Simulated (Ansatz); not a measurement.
Here is the system:

GeSe2:
```xyz
3
Lattice="1.8144 1.0475 7.2848 -1.8144 1.0475 7.2848 0.0000 -2.0950 7.2848" Properties=species:S:1:pos:R:3 pbc="T T T"
Ge     0.0000     0.0000     0.0000
Se     0.0000     0.0000     5.7685
Se     0.0000     0.0000    16.0860
```

This is the PBE-relaxed structure.

**Question.** All from PBE in the plane-wave PAW code Ansatz, unless another level is named. Estimate the electronic character.

**Answer.** metallic (no gap).

**Question.** Next, the density of states at the Fermi level?

**Answer.** 0.23 states/eV per atom (mean over ±0.08 eV).

**Question.** What about the formation energy from the elements (no fitted shifts)?

**Answer.** -0.13 eV/atom.

Space group R-3m. The cell is a constructed one: a structure type filled with these elements; neither database checked (COD, Materials Project) lists it. Its standing as an ambient phase is unchecked. The PBE relaxation kept the symmetry of its start; its stability against distortions is not shown here. A crystal of weakly bound layers computed without a dispersion correction: the cell and the soft elastic constants depend strongly on that. The references are the lowest solids computed at this level, not always the standard phases. Scalar-relativistic: spin–orbit coupling is off unless named, which matters more the heavier the elements.

Potentials: the later of the program's two PAW sets.
